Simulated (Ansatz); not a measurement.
Data:

HfO₂:
```
CELL_PARAMETERS angstrom
      4.83816     0.00000     0.00000
      0.00000     4.83816     0.00000
      0.00000     0.00000     3.22031
ATOMIC_POSITIONS crystal
  Hf 0.00000 0.00000 0.00000
  Hf 0.50000 0.50000 0.50000
  O  0.19492 0.80508 0.50000
  O  0.80508 0.19492 0.50000
  O  0.69492 0.69492 0.00000
  O  0.30508 0.30508 0.00000
```

This is the r²SCAN-relaxed structure.

All from DFT-r²SCAN in the program Ansatz with PAW potentials, unless another level is named. Estimate the electron effective mass.

0.64, 0.83, 0.83 mₑ (principal values).

Predict the formation energy from the elements (no fitted shifts).

-3.73 eV/atom.

Give the valence-band maximum.

at Γ.

Space group P4_2/mnm (rutile). The first step of the workflow began from a Materials Project structure, measured or hypothetical; the Crystallography Open Database copy checked does not list it. It is not the phase usual at ambient conditions (space group No. 14, 29). Symmetry was held in the r²SCAN relaxation; its stability against distortions is not shown here. No spin polarisation was allowed. The references are the lowest solids computed at this level, not always the standard phases (solids in place of the gases). Spin–orbit coupling is left out wherever it is not named.

Potentials: the later of the program's two PAW sets.

Edges and masses are those of Kohn–Sham bands, whose gap is no quasiparticle gap.
